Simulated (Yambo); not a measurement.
Yambo run on WOF$_{4}$ (space group I4, No. 79). The wavefunctions come from this Quantum ESPRESSO step (PBEsol, PseudoDojo standard norm-conserving files, scalar-relativistic):

```
&CONTROL
  calculation = 'nscf'
  pseudo_dir = './pseudo'
  outdir = './out'
/
&SYSTEM
  ibrav = 0
  nat = 6
  ntyp = 3
  ecutwfc = 84.0
  ecutrho = 336.0
  occupations = 'fixed'
  force_symmorphic = .true.
  nbnd = 131
/
&ELECTRONS
  conv_thr = 6.000000000000001e-09
  diago_full_acc = .true.
  diago_thr_init = 1e-08
/
ATOMIC_SPECIES
O 15.9990 O.upf
F 18.9984 F.upf
W 183.8400 W.upf
CELL_PARAMETERS angstrom
 -3.323884702000   3.323884702000   1.996156675000
  3.323884702000  -3.323884702000   1.996156675000
  3.323884702000   3.323884702000  -1.996156675000
ATOMIC_POSITIONS crystal
O   0.563259500300   0.563259500300   0.000000000000
F   0.338874727300   0.995464441800   0.183660775600
F   0.155213951700   0.338874727300   0.343410285500
F   0.811803666200   0.155213951700   0.816339224400
F   0.995464441800   0.811803666200   0.656589714500
W   0.996303712600   0.996303712600   0.000000000000
K_POINTS automatic
4 4 4 0 0 0
```

Yambo input:

```
rim_cut
gw0
dyson
el_el_corr
HF_and_locXC
ppa
em1d
RandQpts= 1000000
RandGvec= 1 Ry
EXXRLvcs= 84 Ry
VXCRLvcs= 336 Ry
Chimod= "HARTREE"
% BndsRnXp
 2 | 129 |
%
NGsBlkXp= 7 Ry
% LongDrXp
 1.0 | 1.0 | 1.0 |
%
PPAPntXp= 27.2114 eV
% GbndRnge
 1 | 129 |
%
GTermKind= "BG"
DysSolver= "n"
ExtendOut
% QPkrange
 1 | 1 | 24 | 25 |
 3 | 3 | 24 | 25 |
 6 | 6 | 24 | 25 |
 7 | 7 | 24 | 25 |
 8 | 8 | 24 | 25 |
 9 | 9 | 24 | 25 |
 13 | 13 | 24 | 25 |
%
```

k points by index: 1 = Γ, 3 = X, 6 = N, 7 = (0, -0.5, 0.25), 8 = P, 9 = (0.25, 0.25, -0.25), 13 = M.

The o-*.qp file then holds:

```
#    K-point    Band    Eo [eV]    E [eV]    E-Eo [eV]    Vxc [eV]    Vnlxc [eV]    Sc|Eo [eV]    Sc|E [eV]    dSc/dw|Eo [eV]    Re(Z)    Im(Z)
#
    1    24    -0.734138    -2.185147    -1.451009    -21.90277    -28.40372    4.678157    5.049942    -6.971603    0.796049    -0.001214
    1    25    4.757211    6.972397    2.215186    -19.37178    -13.58724    -3.122419    -3.569355    -5.489968    0.832117    -0.986423E-3
    3    24    -0.581418    -2.028015    -1.446597    -19.91443    -25.94227    4.206088    4.581249    -7.056365    0.794079    -0.001258
    3    25    4.691814    6.877332    2.185518    -19.27990    -13.60863    -3.046255    -3.485751    -5.471860    0.832578    -0.984022E-3
    6    24    -0.004778    -1.450514    -1.445736    -21.26128    -27.54239    4.460379    4.835370    -7.057386    0.794056    -0.001220
    6    25    4.692399    6.880519    2.188120    -19.28500    -13.59973    -3.057002    -3.497152    -5.473494    0.832536    -0.984843E-3
    7    24    0.000000    -1.452571    -1.452571    -21.30371    -27.60108    4.467882    4.844802    -7.060319    0.793988    -0.001219
    7    25    4.692026    6.879324    2.187298    -19.29430    -13.61643    -3.050457    -3.490572    -5.475102    0.832495    -0.984847E-3
    8    24    -0.003628    -1.458949    -1.455321    -21.30891    -27.61532    4.473396    4.851082    -7.061296    0.793965    -0.001220
    8    25    4.707183    6.895836    2.188653    -19.35653    -13.69114    -3.035318    -3.476730    -5.487839    0.832171    -0.986122E-3
    9    24    -0.002037    -1.455090    -1.453053    -21.30679    -27.62581    4.488541    4.865968    -7.067477    0.793822    -0.001221
    9    25    4.674620    6.858097    2.183477    -19.23974    -13.56358    -3.054269    -3.492674    -5.463384    0.832794    -0.983324E-3
    13    24    -0.549367    -2.336531    -1.787164    -22.78810    -30.47230    5.417530    5.897031    -7.300259    0.788468    -0.001264
    13    25    4.583621    6.735019    2.151398    -19.12361    -13.57895    -2.963269    -3.393264    -5.438474    0.833429    -0.978817E-3
```
(The two width columns are left out.) Convergence of these settings isn't established.

Spin-orbit coupling is not included.

Geometry relaxed with PBE+D3(BJ).

The structure is a Materials Project entry; no match was found in the copy of COD used, and its stability was not checked.
